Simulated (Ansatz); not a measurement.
# Structures of Sn₃S₂: which is lowest?

Plane-wave DFT in Ansatz with scalar-relativistic PAW potentials, cutoff 420 eV, Γ-centred meshes chosen by cell and gap, Gaussian smearing with energies taken to zero width. Every cell was relaxed (cell and atoms) in a run of its own, within the symmetry of its start. Functional: PBE.

Relaxed structures (starts from databases or built by putting these elements on another compound's sites):
A. R-3m, 5 atoms in the computed cell, a = 3.676 Å, c = 32.253 Å; sites (symmetry × multiplicity) Sn -3m × 3 + 3m × 6, S 3m × 6; start: built
B. P-3m1, 5 atoms in the computed cell, a = 3.738 Å, c = 10.379 Å; sites (symmetry × multiplicity) Sn -3m. × 1 + 3m. × 2, S 3m. × 2; start: built

**Question.** Rank them by energy. Could pressure change the order?

**Answer.**
| structure | group | E − E(lowest) (meV/atom) | V (Å³/atom) | gap on mesh (eV) |
| --- | --- | --- | --- | --- |
| B | P-3m1 | 0.0 | 25.12 | 0.00 |
| A | R-3m | 4.0 | 25.16 | 0.00 |

B and A are level within the 5 meV/atom that separate runs leave open. The two lowest differ in volume by under 3 %, too little for a first-order estimate of what pressure does to that pair (other pairs aren't weighed here). Other structures may lie lower than all of these, and vibrations aren't counted.